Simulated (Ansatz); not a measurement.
## NbO4: from a guess to a relaxed structure

The calculation used DFT PBE, scalar-relativistic, plane waves, PAW in Ansatz 0.2.0. Cutoff 420 eV, Gaussian smearing, Γ-centred meshes. In-plane cell and atoms relax first on a coarse mesh and then on a finer one. In metals the finer mesh still leaves noise of several meV/atom or more. The steps can't lower the symmetry of their start. No spin polarisation.

The guess for NbO4 was made by a generator: species swapped into a sheet modelled on a layer of YbCl4, with O on the Cl sites and Nb on the Yb sites. Its size is a rough estimate.

This is a two-dimensional sheet: the third axis spans vacuum and isn't periodic.

```
CELL_PARAMETERS angstrom
4.30102 0.00000 0.00000
0.00000 4.30102 0.00000
0.00000 0.00000 19.00000
ATOMIC_POSITIONS crystal
Nb 0.00000 0.00000 0.50000
O 0.00000 0.00000 0.38585
O 0.00000 0.00000 0.61415
O 0.00000 0.50000 0.50000
O 0.50000 0.00000 0.50000
```

Energies over the elements count from the elements' standard structures at the same level (O₂ as a molecule), with no fitted energy shifts.

Q: Where does the relaxation end?

A: The symmetry stays p4/mmm (No. 61). The area per atom shrinks by 14.0 %, from 3.7 to 3.2 Å². The shortest distance goes from 2.15 Å (Nb–O) to 1.90 Å (Nb–O). The energy falls by about 0.43 eV/atom (the start's value is from the coarse mesh). The program sets the height of the box itself, so the height of the cell differs between start and end. In-plane cell: a = 3.988 Å, b = 3.988 Å, γ = 90.0°, thickness 3.80 Å between the outermost nuclei. Nb at height 1.90 Å has 6 O at 1.90–1.99 Å; O at height 0.00 Å has 1 Nb at 1.90 Å; O at height 1.90 Å has 2 Nb at 1.99 Å.

```xyz
5
Lattice="3.9878 0.0000 0.0000 0.0000 3.9878 0.0000 0.0000 0.0000 32.4753" Properties=species:S:1:pos:R:3 pbc="T T F"
Nb    0.0000    0.0000    9.5000
O     0.0000    0.0000    7.6000
O     0.0000    0.0000   11.4000
O     0.0000    1.9939    9.5000
O     1.9939    0.0000    9.5000
```

Q: How does it come out in energy, and is it a metal?

A: The formation energy is −0.81 eV/atom and the gap on the 10×10×1 mesh of the 5-atom cell is 0 eV (a metal).

A negative formation energy is needed for stability but isn't enough: competing phases decide.

The last run used Gaussian smearing of 0.10 eV. An odd number of electrons in the primitive cell allows no gap without spin; a larger cell or a magnetic state could open one. The cell is a metal run without spin; a magnetic state may lie lower. A structure relaxed within its symmetry needn't be a true minimum.
